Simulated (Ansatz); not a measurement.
Cs:
```yaml
crystal:
  lattice:
    - [5.03025, 0.00000, 0.00000]
    - [0.00000, 5.03025, 0.00000]
    - [0.00000, 0.00000, 5.03025]
  atoms:
    - { symbol: Cs, position: [0.00000, 0.00000, 0.00000] }
```

Relaxed with r²SCAN.

List the phonon frequencies at the special points (DFPT on a 3×3×3 q-mesh, Fourier-interpolated; r²SCAN (plane waves, PAW; program Ansatz)).

In cm⁻¹.

```
q  frequencies
-  -----------
Γ        0 0 0
X   14i 14i 34
M    18i 36 36
R     31 31 31
```

Space group Pm-3m (simple cubic). A made-up cell: these elements were put on the sites of a structure type; neither database checked (COD, Materials Project) lists it. It is not the phase usual at ambient conditions (space group No. 229). Symmetry was held in the r²SCAN relaxation. At this level the phase is mechanically unstable. As this level gives no gap, phonon frequencies hold no LO–TO term and depend on the k-mesh and smearing (Fermi–Dirac, 0.1 eV here). Spin–orbit coupling is left out wherever it is not named.

Potentials: the later of the program's two PAW sets.
